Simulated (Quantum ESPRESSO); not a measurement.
# Computed records: SiGe (made-up cell)

All values are calculated (Quantum ESPRESSO 7.5). Calculation on a made-up crystal cell, not a measurement: periodic Kohn-Sham density functional theory in plane waves with PseudoDojo standard norm-conserving scalar-relativistic pseudopotentials, each functional with its own files (v0.5 for PBE, v0.4.1 for LDA and PBEsol), no spin polarisation, no spin-orbit coupling, atoms not relaxed, stress positive in tension, energies less a fixed whole-eV offset for each atom's element; levels are Kohn-Sham levels at fractions of this cell's reciprocal vectors, counted from the reference band (half the neutral cell's valence electrons, rounded up) at Gamma; error bars cover cutoff and k-mesh only, not smearing or the files; each bar is the largest change over components, and at least 0.002 eV, 0.002 eV per angstrom or 0.02 GPa; added strain carries the atoms with the cell, and shear is the tensor component; energies are for the whole cell, and the offsets were chosen from early runs and are not element reference energies; machines and their load varied, so run times do not measure scaling.

Entry: SiGe (made-up cell)

```
CELL_PARAMETERS angstrom
5.53570 -0.05200 -0.02610
-0.05200 5.38910 -0.06480
-0.02610 -0.06480 5.46060
ATOMIC_POSITIONS crystal
Ge 0.01332 0.02862 0.02088
Ge 0.00806 0.48177 0.47041
Si 0.51375 0.01869 0.49356
Ge 0.49788 0.47852 0.00427
Si 0.25137 0.23850 0.25688
Si 0.21656 0.74583 0.75127
Ge 0.73245 0.22645 0.74959
Si 0.75272 0.75456 0.23269
```

- lattice type: zincblende/diamond
- functional: pbe
- cutoff: 1061 eV
- fermi dirac smearing: 0.1 eV
- scf tolerance: 1e-07 eV
- electrons removed: 0
- run command: mpirun -np 4 pw.x -nk 4 -in in
- run processor: AMD EPYC, Zen 5 class, virtual cores
- k mesh: 6 x 6 x 6, shifted by half a step

Atoms:
| atoms element | atom site | atom energy offset (eV) |
| --- | --- | --- |
| Ge | 1 | -2430 |
| Ge | 2 | -2430 |
| Si | 3 | -115 |
| Ge | 4 | -2430 |
| Si | 5 | -115 |
| Si | 6 | -115 |
| Ge | 7 | -2430 |
| Si | 8 | -115 |

**Q.** Give the missing pressure for SiGe (made-up cell).
**A.** 9.22 GPa

**Q.** Give the table of forces values for SiGe (made-up cell).
**A.** 
Forces:
| site | x (eV/Å) | y (eV/Å) | z (eV/Å) |
| --- | --- | --- | --- |
| 1 | -2.035 | -2.753 | -2.463 |
| 2 | -2.015 | 1.397 | 1.503 |
| 3 | -2.427 | -3.822 | -1.244 |
| 4 | -1.048 | 1.751 | -0.6322 |
| 5 | 2.939 | 1.017 | 1.1 |
| 6 | 2.058 | 0.343 | -0.1687 |
| 7 | 2.646 | 2.073 | 0.9987 |
| 8 | -0.1171 | -0.005897 | 0.9057 |

Further results for SiGe (made-up cell):

* free energy less offsets: -0.6458 eV
* scf iterations: 10
* smearing term minus ts: -0.0138 eV
* stress xx: -8.416 GPa
* stress yy: -9.208 GPa
* stress zz: -10.04 GPa
* stress yz: -7.657 GPa
* stress xz: -4.31 GPa
* stress xy: -3.103 GPa
* error bar energy: 0.002 eV
* error bar stress: 0.02848 GPa
* error bar force: 0.004454 eV/Å
* error bars from: tighter rerun of a related cell
* wall time of scf and band steps on a shared machine: 131.7 s
